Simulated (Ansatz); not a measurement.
HfSi (CsCl type, space group No. 221) at seven volumes, plane-wave PAW r²SCAN (Ansatz code), scaled uniformly. One row is withheld.

```tsv
V (Å³/atom)	P (GPa)
15.991	14.52
16.518	8.85
17.046	3.99
17.573	0.00
18.100	?
18.627	-6.75
19.154	-9.51
```

Q: Fit the shown pressures and predict the withheld one.

A: P = (3/2)B₀(x^(7/2) − x^(5/2))[1 + (3/4)(B′ − 4)(x − 1)] with x = (V₀/V)^(2/3). Least squares on the six rows gives V₀ = 17.561 Å³/atom, B₀ = 129 GPa, B′ = 3.87. At V = 18.100, x = 0.9800 and P = -3.68 GPa. The run itself gave -3.55 GPa.

Space group Pm-3m (CsCl type). The cell is a constructed one: a structure type filled with these elements; neither database checked (COD, Materials Project) lists it. COD files the formula under space group No. 62, so this cell is another polymorph or a model. Whether it is the stable phase at ambient conditions was not checked. The r²SCAN relaxation kept the symmetry of its start. At this level the phase is mechanically unstable. No spin polarisation was allowed. Scalar-relativistic: spin–orbit coupling is off unless named, which matters more the heavier the elements.

Potentials: the earlier of the program's two PAW sets.
